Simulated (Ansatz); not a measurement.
The start is a generated cell, AlRu built in the CuPt structure type. The structure is fully relaxed (lattice and positions, P = 0) with PBE (plane waves to 420 eV, PAW, scalar-relativistic; Ansatz, a quantum-chemistry and plane-wave program). The first steps use a coarse 14×14×14 k-mesh.

Starting cell:
```
CELL_PARAMETERS angstrom
      1.32486     0.76491     4.23300
     -1.32486     0.76491     4.23300
      0.00000    -1.52981     4.23300
ATOMIC_POSITIONS crystal
  Al 0.00000 0.00000 0.00000
  Ru 0.50000 0.50000 0.50000
```

| Item | Value |
|---|---|
| Outcome | The space group stays R-3m (No. 166) (the run could not lower it); the end is AFLOW prototype AB_hR2_166_a_b (L1_1, as in CuPt), with 2 atoms in the primitive cell |
| Energy released | 0.19 eV/atom |
| Volume change | +10.2 %, from 12.87 to 14.18 Å³/atom |
| Shortest distances (start → end) | The closest pairs of elements (up to four, under 3.6 Å), start → end: Al–Ru 2.61 → 2.59 Å; Al–Al 2.65 → 2.87 Å; Ru–Ru 2.65 → 2.87 Å |
| Band gap at the end | zero (metallic) |
| Optimiser moves | 12 |

Final values are on a 19×19×19 k-mesh of the relaxed cell. No spin polarisation in the result.

The run could not lose the symmetry of its start, so the end can be a saddle point.

All atoms sit on sites fixed by symmetry, so only the cell could relax.

The relaxed structure here is a generated cell of AlRu: the first start was made by placing the elements on the sites of a structure type, and the end was not matched to a known phase here, so it may be hypothetical.
